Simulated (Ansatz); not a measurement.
SiNi in space group Pnma (No. 62; Si on 4c, Ni on 4c) at seven volumes, DFT-r²SCAN in the program Ansatz with PAW potentials, shape and atoms relaxed at each. One row is withheld.

```tsv
V (Å³/atom)	P (GPa)
10.842	20.79
11.200	12.78
11.557	5.88
11.915	0.00
12.272	-4.97
12.630	?
12.987	-12.61
```

Fit the shown pressures and predict the withheld one.

P = (3/2)B₀(x^(7/2) − x^(5/2))[1 + (3/4)(B′ − 4)(x − 1)] with x = (V₀/V)^(2/3). Least squares on the six rows gives V₀ = 11.917 Å³/atom, B₀ = 178 GPa, B′ = 4.49. At V = 12.630, x = 0.9620 and P = -9.08 GPa. The run itself gave -9.13 GPa.

The cell was relaxed with r²SCAN under the symmetry of its start; of distortions, only those at the zone centre were tested. The run is not spin-polarised.

Potentials: the earlier of the program's two PAW sets.
